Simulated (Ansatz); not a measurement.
# Rb3B12H12I: checking a database structure before trusting its electric field gradients

The cell is a Materials Project structure (computed, not necessarily an observed phase), taken as it stands.

```cif
data_structure
_symmetry_space_group_name_H-M 'P 1'
_symmetry_Int_Tables_number 1
_cell_length_a 7.2166
_cell_length_b 7.2166
_cell_length_c 7.2166
_cell_angle_alpha 93.045
_cell_angle_beta 93.045
_cell_angle_gamma 93.045
_cell_volume 374.19
loop_
_atom_site_label
_atom_site_type_symbol
_atom_site_fract_x
_atom_site_fract_y
_atom_site_fract_z
_atom_site_occupancy
Rb1 Rb 0.50000 0.00000 0.50000 1
Rb2 Rb 0.50000 0.50000 0.00000 1
Rb3 Rb 0.00000 0.50000 0.50000 1
B4 B 0.84356 0.11864 0.11864 1
B5 B 0.15644 0.88136 0.88136 1
B6 B 0.88136 0.88136 0.15644 1
B7 B 0.88136 0.15644 0.88136 1
B8 B 0.05739 0.22727 0.05739 1
B9 B 0.05739 0.05739 0.22727 1
B10 B 0.22727 0.05739 0.05739 1
B11 B 0.77273 0.94261 0.94261 1
B12 B 0.94261 0.77273 0.94261 1
B13 B 0.94261 0.94261 0.77273 1
B14 B 0.11864 0.84356 0.11864 1
B15 B 0.11864 0.11864 0.84356 1
H16 H 0.79620 0.26727 0.79620 1
H17 H 0.79620 0.79620 0.26727 1
H18 H 0.26727 0.79620 0.79620 1
H19 H 0.73273 0.20380 0.20380 1
H20 H 0.90232 0.61123 0.90232 1
H21 H 0.90232 0.90232 0.61123 1
H22 H 0.61123 0.90232 0.90232 1
H23 H 0.38877 0.09768 0.09768 1
H24 H 0.09768 0.38877 0.09768 1
H25 H 0.09768 0.09768 0.38877 1
H26 H 0.20380 0.73273 0.20380 1
H27 H 0.20380 0.20380 0.73273 1
I28 I 0.50000 0.50000 0.50000 1
```

Atom numbers follow the list; atoms alike are taken as one site, whose name carries the number of the first.

Computed with Ansatz: DFT, PBE, plane waves and PAW, scalar-relativistic, 420 eV cutoff, Γ-centred 5×5×5 k-points, Fermi–Dirac smearing 0.05 eV.

Q: Do the atoms and the cell lie near the calculated equilibrium?

A: Yes. The largest force is 0.060 eV/Å, on atom 8 (B: 1 H at 1.20 Å, 5 B at 1.78 Å), and the pressure is 0.1 GPa.
